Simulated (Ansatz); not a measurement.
A plane-wave DFT run in Ansatz 0.2.0 (scalar-relativistic PAW potentials unless the input names others): input and command.

```yaml
crystal:
  lattice:
    - [2.0902617154, -2.7006210265, 0.0]
    - [2.0902617154, 2.7006210265, 0.0]
    - [0.0, 0.0, 6.2438467986]
  atoms:
    - { symbol: Al, position: [0.25, 0.75, 0.3346219546] }
    - { symbol: Al, position: [0.75, 0.25, 0.6653780454] }
    - { symbol: C, position: [0.9142289307, 0.4142289307, 0.1008234918] }
    - { symbol: C, position: [0.5857710693, 0.0857710693, 0.1008234918] }
    - { symbol: C, position: [0.0857710693, 0.5857710693, 0.8991765082] }
    - { symbol: C, position: [0.4142289307, 0.9142289307, 0.8991765082] }
basis:
  ecutwfc: 420
  xc_grid: 3
kpoints:
  mp_grid: { grid: [12, 12, 6] }
hamiltonian:
  xc: pbe
  dispersion: d4
scf:
  occupations: { method: gaussian, width: 0.1 }
  n_extra_bands: 2
output:
  forces: true
  eigenvalues: true
  stress: true
```

```bash
ansatz run input.yaml --threads 1 --pin off --max-ram 2560MiB --backend cpu --events-out ev --progress --plain --runs-dir out
```

Abridged log:
```
scf.n_extra_bands = 2 over 11 filled bands (N_el = 22.0): the run solves 13 bands
Pseudopotentials: kind: paw
Pseudopotential: Al, paw, valence charge 3, recommended cutoff 420 eV (normal)
Pseudopotential: C, paw, valence charge 4, recommended cutoff 420 eV (normal)
Functional definition: PBE
Crystal: 6 atoms, lattice volume = 70.493 Å³
Basis set: ecut = 420 eV, 1371 PW (Γ), exchange–correlation on 72×72×135 points (27 copies of the dense FFT grid, shifted against one another)
Bands: 13, of which v1, the nominal top of the filled ones, is band 11 counted from 1 (10 counted from 0)
Symmetry: 8 space group operations
Space group: Cmme (ITA 67), of the structure as read, at distance tolerance 4.1e-5 Å
k-points: 172 of 864
Initial density: superposition of atomic densities (neutral atoms: chi_scale 0, normalization atom), corrected by the library's trained network
Initial wavefunctions: pseudopotential atomic-orbital guess
Functional: x = pbe(κ = 0.804, μ = 0.21951497), c = pbe(β = 0.06672455)
SCF iter   1: F=—  HF=-2076.100061 eV  |F-HF|=—  |Δ(HF+E_count)|=         —  Δρ=5.93e-3  dr2=2.40e-2  ethr=1.77e-3  ⟨swp⟩=6.1  Hψ=13797  notcnv=0
SCF iter   2: F=—  HF=-2076.098592 eV  |F-HF|=—  |Δ(HF+E_count)|=   1.47e-3  Δρ=3.41e-3  dr2=9.54e-3  ethr=1.09e-4  ⟨swp⟩=1.0  Hψ=3625  notcnv=0
SCF iter   3: F=—  HF=-2076.097373 eV  |F-HF|=—  |Δ(HF+E_count)|=   1.22e-3  Δρ=4.44e-4  dr2=3.50e-4  ethr=4.34e-5  ⟨swp⟩=2.6  Hψ=3868  notcnv=0
SCF iter   4: F=—  HF=-2076.097317 eV  |F-HF|=—  |Δ(HF+E_count)|=   5.54e-5  Δρ=1.38e-4  dr2=1.03e-5  ethr=1.59e-6  ⟨swp⟩=2.6  Hψ=3985  notcnv=0
SCF iter   5: F=—  HF=-2076.097317 eV  |F-HF|=—  |Δ(HF+E_count)|=   2.87e-7  Δρ=4.68e-5  dr2=1.52e-6  ethr=4.70e-8  ⟨swp⟩=2.5  Hψ=4159  notcnv=0
SCF iter   6: F=-2076.097318 eV  HF=-2076.097318 eV  |F-HF|=1.10e-8  |Δ(HF+E_count)|=   4.14e-7  Δρ=8.26e-6  dr2=4.08e-8  ethr=4.55e-10  ⟨swp⟩=3.6  Hψ=11740  notcnv=0
the search or the solves at the SCF's close seem to have found levels that the self-consistency loop had missed (the run counts 2). By its estimate they hold under 1e-12 electrons; where the run keeps them, the occupations were computed again with them
SCF 1 converged in 6 iterations: F = -2076.097318 eV  dr2 = 4.08e-8
SCF converged after 6 iterations
Free energy (F): -2076.097318 eV
Harris-Foulkes:  -2076.097318 eV  (|F-HF|=1.10e-8)
Internal energy: -2076.092635 eV  (E = F + TS)
E sigma→0 (E₀):  -2076.094977 eV
Entropy (-TS):   -0.004683 eV (-0.780 meV/atom)
Fermi energy:    6.660435 eV
  E_disp       = -1.425015  (pairwise vdW)
--- Forces (eV/Å), atoms counted from 1 ---
  atom   1  Al     0.00000000     0.00000000    -0.03239714
  atom   2  Al     0.00000000     0.00000000     0.03239714
  atom   3  C      0.00337395     0.00000000    -0.00552060
  atom   4  C     -0.00337395     0.00000000    -0.00552060
  atom   5  C     -0.00337395     0.00000000     0.00552060
  atom   6  C      0.00337395     0.00000000     0.00552060
--- Stress (GPa, compression-positive) ---
       -2.988847       0.000000       0.000000
        0.000000      -2.929328       0.000000
        0.000000       0.000000      -2.876477
  P = ⅓ Tr σ = -2.9316 GPa (-29.316 kbar)
```

Apart from outputs and the relaxation, which only the reference makes, the input differs from a reference run on usual settings in scf.n_extra_bands: not typed → 2; hamiltonian.dispersion: not typed → "d4"; basis.xc_grid: not typed → 3. The reference, at the same geometry, ended its own course with pressure -0.01 GPa, largest force 0.000 eV/Å, no gap on the mesh. This run converged in 6 SCF iterations with an energy at zero smearing 238 meV/atom below the reference's (the Hamiltonian itself differs), pressure -2.93 GPa, largest force 0.032 eV/Å, no gap on the mesh.

The run took 14 s on 1 thread of Arm Neoverse V1, on a shared host, peak memory 0.42 GiB.